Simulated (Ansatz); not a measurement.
# GaN (F-43m): G0W0 and the band count and response cutoff

```cif
data_structure
_symmetry_space_group_name_H-M 'P 1'
_symmetry_Int_Tables_number 1
_cell_length_a 3.2067
_cell_length_b 3.2067
_cell_length_c 3.2067
_cell_angle_alpha 60.000
_cell_angle_beta 60.000
_cell_angle_gamma 60.000
_cell_volume 23.32
loop_
_atom_site_label
_atom_site_type_symbol
_atom_site_fract_x
_atom_site_fract_y
_atom_site_fract_z
_atom_site_occupancy
Ga1 Ga 0.00000 0.00000 0.00000 1
N1 N 0.25000 0.25000 0.25000 1
```

Held fixed (Ansatz):

* orbitals: PBE
* datasets: soft PAW set, first generation
* k mesh: 6×6×6
* frequencies: plasmon pole, fitted at the program's default frequency
* q → 0 term: analytic weight of Carrier, Rohra and Görling
* band sums: cut at the band count
* spin-orbit coupling: off

The gap is read direct at Γ, linearised, between the Kohn-Sham band edges among the points solved. The direct gap is read between the top filled and lowest empty Kohn-Sham band at Γ. ε∞ is the electronic dielectric constant on this mesh. Wave cutoffs: 420, 420, 420, 420 eV in the order of the series.

Q: How does the gap move along this series, and what does a law in one over the band count tell of the basis limit? The settings are 108 empty bands, 113.3 eV; 158 empty bands, 143.3 eV; 226 empty bands, 180 eV; 423 empty bands, 280 eV.

A: From first to last the gap rises by 0.01 eV. The last step is -0.011 eV, where a law in one over the count of all bands, filled ones included, through the two points before it would give 0.000 eV. The series turns round and doesn't follow that law, so the basis limit can't be read from it.

```json
{"bands, response cutoff": "108 empty bands, 113.3 eV", "KS gap (eV)": "1.60", "G0W0 gap (eV)": "2.63", "direct at Γ (eV)": "2.63", "ε∞": "7.0"}
{"bands, response cutoff": "158 empty bands, 143.3 eV", "KS gap (eV)": "1.60", "G0W0 gap (eV)": "2.65", "direct at Γ (eV)": "2.65", "ε∞": "6.9"}
{"bands, response cutoff": "226 empty bands, 180 eV", "KS gap (eV)": "1.60", "G0W0 gap (eV)": "2.65", "direct at Γ (eV)": "2.65", "ε∞": "6.9"}
{"bands, response cutoff": "423 empty bands, 280 eV", "KS gap (eV)": "1.60", "G0W0 gap (eV)": "2.64", "direct at Γ (eV)": "2.64", "ε∞": "6.9"}
```

Soft PAW datasets can miss an all-electron G0W0 gap by more than 5 %. Band sums or response are cut, so the gap isn't at its basis limit. Filled d shells converge slowest, and with PAW files the limit can differ from the all-electron one by tenths of an eV. Meshes this coarse can overestimate the dielectric constant by a tenth and more.
